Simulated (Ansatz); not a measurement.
## Density of states of Nb

```yaml
crystal:
  lattice:
    - [0.00000, 2.11500, 2.11500]
    - [2.11500, 0.00000, 2.11500]
    - [2.11500, 2.11500, 0.00000]
  atoms:
    - { symbol: Nb, position: [0.00000, 0.00000, 0.00000] }
```

Conventional cell: a = 4.230 Å, b = 4.230 Å, c = 4.230 Å, α = 90.00°, β = 90.00°, γ = 90.00°. Nb (atom 1) has 12 Nb at 2.99 Å as nearest neighbours.

The geometry is COD entry 1534903, unchecked; take it as a test cell.

Method: DFT, PBEsol, all-electron LAPW, scalar-relativistic (Ansatz 0.2.0).

Numerical set-up: a Γ-centred 13×13×13 k mesh, Fermi–Dirac smearing of 0.08 eV, basis error target 0.25 meV/atom, no spin polarisation.

States per eV and cell, averaged over 0.4 eV, from -6.2 to 2.0 eV, with energies (bin centres) from the Fermi level; empty bins are left out. The partial columns, the largest 3 alone, are projections on Löwdin-orthogonalised atomic shells (those that the program's projection atoms carry: the occupied ones and, for some elements, an empty d or f shell; other empty shells have no column), summed over atoms of an element. Weights on diffuse s and p shells depend on that basis and aren't pure angular character.

| E (eV) | total | Nb 4d | Nb 5s | Nb 4p |
| --- | --- | --- | --- | --- |
| -6.1 | 0.01 | 0.00 | 0.01 | 0.00 |
| -5.7 | 0.05 | 0.00 | 0.04 | 0.00 |
| -5.3 | 0.08 | 0.00 | 0.07 | 0.00 |
| -4.9 | 0.11 | 0.01 | 0.09 | 0.00 |
| -4.5 | 0.15 | 0.02 | 0.12 | 0.00 |
| -4.1 | 0.23 | 0.06 | 0.15 | 0.01 |
| -3.7 | 0.74 | 0.48 | 0.24 | 0.01 |
| -3.3 | 1.18 | 0.89 | 0.26 | 0.02 |
| -2.9 | 1.45 | 1.24 | 0.18 | 0.02 |
| -2.5 | 1.39 | 1.27 | 0.09 | 0.02 |
| -2.1 | 0.93 | 0.88 | 0.03 | 0.01 |
| -1.7 | 1.30 | 1.23 | 0.03 | 0.02 |
| -1.3 | 1.01 | 0.94 | 0.04 | 0.01 |
| -0.9 | 1.17 | 1.05 | 0.08 | 0.01 |
| -0.5 | 1.42 | 1.26 | 0.10 | 0.02 |
| -0.1 | 1.66 | 1.46 | 0.13 | 0.02 |
| 0.3 | 1.46 | 1.32 | 0.09 | 0.01 |
| 0.7 | 1.48 | 1.30 | 0.10 | 0.01 |
| 1.1 | 0.99 | 0.89 | 0.04 | 0.00 |
| 1.5 | 0.89 | 0.83 | 0.04 | 0.00 |
| 1.9 | 1.31 | 1.22 | 0.05 | 0.00 |

Q: Which of the resolved shells contributes most within 0.3 eV of the Fermi level?

A: Nb 4d, with 89 % of all states there; Nb 5s follows with 7 %.

Q: Where is the centre of the filled Nb 4d states between -14 eV and the top of the filled states?

A: -1.73 eV from the Fermi level.
